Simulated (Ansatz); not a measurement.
Molecular dynamics on a 2×2×2 supercell (16 atoms) of PbSe (Fm-3m), relaxed with r2SCAN+rVV10. Forces come from PBE in the PAW code Ansatz: constant energy and volume (NVE), velocities drawn at 600 K, steps of 1.5 fs. Computed, non-magnetic; the trajectory is short and the cell small, so nothing here is a converged average.

```yaml
crystal:
  lattice:
    - [0.0, 6.139378729, 6.139378729]
    - [6.139378729, 0.0, 6.139378729]
    - [6.139378729, 6.139378729, 0.0]
  atoms:
    - { symbol: Pb, position: [0.0, 0.0, 0.0] }
    - { symbol: Se, position: [0.25, 0.25, 0.25] }
    - { symbol: Pb, position: [0.0, 0.0, 0.5] }
    - { symbol: Se, position: [0.25, 0.25, 0.75] }
    - { symbol: Pb, position: [0.0, 0.5, 0.0] }
    - { symbol: Se, position: [0.25, 0.75, 0.25] }
    - { symbol: Pb, position: [0.0, 0.5, 0.5] }
    - { symbol: Se, position: [0.25, 0.75, 0.75] }
    - { symbol: Pb, position: [0.5, 0.0, 0.0] }
    - { symbol: Se, position: [0.75, 0.25, 0.25] }
    - { symbol: Pb, position: [0.5, 0.0, 0.5] }
    - { symbol: Se, position: [0.75, 0.25, 0.75] }
    - { symbol: Pb, position: [0.5, 0.5, 0.0] }
    - { symbol: Se, position: [0.75, 0.75, 0.25] }
    - { symbol: Pb, position: [0.5, 0.5, 0.5] }
    - { symbol: Se, position: [0.75, 0.75, 0.75] }
kpoints:
  mp_grid: { grid: [2, 2, 2] }
hamiltonian:
  xc: pbe
scf:
  occupations: { method: fermi_dirac, width: 0.052 }
md:
  ensemble: nve
  temperature: 600
  timestep: 1.5
  n_steps: 40
  initial_velocities: maxwell_boltzmann
  seed: 9739
```

Run as `ansatz run input.yaml --threads 4 --pin off --max-ram 3686MiB --backend cpu --events-out ev --progress --plain --runs-dir out`. Wall time 2.9 min on 4 threads of Arm Neoverse V2, on a shared host; peak host memory 2 GiB.

**Question.** How do temperature and energy develop?

**Answer.** The temperature goes from 600 K to 245 K in 60 fs. The atoms start on their lattice sites with kinetic energy alone, so much of it first passes into potential energy. The conserved energy stays within 0.01 meV an atom. By the last step the atoms have moved 0.17 Å in the root mean square, the drift of the whole cell taken out, 0.28 Å at most.
```
step  t (fs)  T (K)  free energy F from step 0 (meV/atom)  kinetic energy (meV/atom)  largest force (eV/Å)
   0       0    600                                   0.0                       72.7                  0.00
   1     1.5    600                                   0.0                       72.7                  0.04
   2       3    598                                   0.2                       72.5                  0.08
   3     4.5    597                                   0.4                       72.3                  0.11
   4       6    594                                   0.7                       72.0                  0.15
   5     7.5    591                                   1.1                       71.6                  0.19
   6       9    586                                   1.6                       71.1                  0.23
   7    10.5    582                                   2.2                       70.5                  0.26
   8      12    576                                   2.9                       69.8                  0.30
   9    13.5    570                                   3.6                       69.1                  0.34
  10      15    563                                   4.5                       68.2                  0.37
  11    16.5    556                                   5.4                       67.3                  0.41
  12      18    547                                   6.4                       66.3                  0.45
  13    19.5    539                                   7.4                       65.3                  0.48
  14      21    529                                   8.6                       64.2                  0.52
  15    22.5    520                                   9.7                       63.0                  0.55
  16      24    509                                  11.0                       61.7                  0.59
  17    25.5    499                                  12.3                       60.4                  0.62
  18      27    488                                  13.6                       59.1                  0.66
  19    28.5    476                                  15.0                       57.7                  0.69
  20      30    464                                  16.4                       56.3                  0.72
  21    31.5    452                                  17.9                       54.8                  0.75
  22      33    440                                  19.4                       53.3                  0.78
  23    34.5    428                                  20.9                       51.8                  0.81
  24      36    415                                  22.4                       50.3                  0.84
  25    37.5    403                                  23.9                       48.8                  0.87
  26      39    390                                  25.4                       47.3                  0.90
  27    40.5    378                                  26.9                       45.8                  0.93
  28      42    365                                  28.4                       44.3                  0.95
  29    43.5    353                                  29.9                       42.8                  0.97
  30      45    341                                  31.4                       41.4                  1.00
  31    46.5    330                                  32.8                       39.9                  1.02
  32      48    318                                  34.2                       38.6                  1.04
  33    49.5    307                                  35.5                       37.2                  1.06
  34      51    297                                  36.8                       36.0                  1.08
  35    52.5    287                                  38.0                       34.7                  1.09
  36      54    277                                  39.1                       33.6                  1.10
  37    55.5    268                                  40.2                       32.5                  1.12
  38      57    260                                  41.2                       31.5                  1.13
  39    58.5    252                                  42.2                       30.5                  1.14
  40      60    245                                  43.1                       29.7                  1.14
```

Positions (Å) and forces (eV/Å) at step 40:
```
Pb  -0.001  -0.019  -0.038     0.026   0.377  -0.157
Se   2.909   2.887   3.209     0.754   0.565  -0.559
Pb   2.994   3.065  -0.002     0.084   0.066  -0.409
Se   6.262   6.200   3.150    -0.468  -0.304  -0.269
Pb   3.038   0.021   3.026     0.283  -0.740   0.341
Se   6.299   3.130   6.139    -0.503  -0.029   0.125
Pb   6.081   3.073   3.131     0.428  -0.114   0.128
Se   9.374   6.231   6.023    -0.166  -0.217   0.883
Pb   0.091   3.142   3.247    -0.926  -0.018  -0.523
Se   3.217   6.188   6.383    -0.358   0.015  -1.085
Pb   3.189   6.009   2.979    -0.340   0.565  -0.194
Se   6.157   9.283   6.198     0.195  -0.161   0.135
Pb   2.982   3.039   6.019     0.233   0.072   0.863
Se   6.146   6.062   9.255     0.431   0.445   0.058
Pb   6.017   6.235   6.013     0.477  -0.274   0.453
Se   9.185   9.115   9.239    -0.149  -0.246   0.211
```
